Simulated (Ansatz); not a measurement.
BN:
```cif
data_B2N2
_chemical_formula_sum 'B2 N2'
_space_group_name_H-M_alt 'P63mc'
_space_group_IT_number 186
_space_group_name_Hall 'P 6c -2c'
_cell_length_a 2.52322
_cell_length_b 2.52322
_cell_length_c 4.17520
_cell_angle_alpha 90.000
_cell_angle_beta 90.000
_cell_angle_gamma 120.000
loop_
_atom_site_label
_atom_site_type_symbol
_atom_site_symmetry_multiplicity
_atom_site_Wyckoff_symbol
_atom_site_fract_x
_atom_site_fract_y
_atom_site_fract_z
_atom_site_occupancy
B1 B 2 b 0.33333 0.66667 0.49970 1
N1 N 2 b 0.33333 0.66667 0.12530 1
```

Relaxed with LDA.

### Question
Give the optical modes at the zone centre with their infrared and Raman activity from DFPT, DFT-LDA in the program Ansatz with PAW potentials.

### Answer
Transverse frequencies, without the LO–TO term; a row sums one degenerate level.

| ω (cm⁻¹) | degeneracy | IR ((D/Å)²/amu) | Raman (Å⁴/amu) | activity | symmetry |
|---|---|---|---|---|---|
| 476 | 2 | 0.00 | 0.052 | Raman | E2 |
| 983 | 2 | 0.00 | 6.6 | Raman | E2 |
| 983 | 1 | 0.00 | 0 | silent | B1 |
| 1048 | 1 | 27.56 | 17 | IR+Raman | A1 |
| 1081 | 2 | 49.77 | 5.6 | IR+Raman | E1 |
| 1135 | 1 | 0.00 | 0 | silent | B1 |

### Question
How high does the top mode go among those that the LO–TO term moves?

### Answer
1295 cm⁻¹ for q along x, 1295 cm⁻¹ for q along y, 1282 cm⁻¹ for q along z.

Space group P6_3mc (wurtzite). Symmetry was held in the LDA relaxation; phonons on a q-mesh show no instability.

Potentials: the later of the program's two PAW sets.
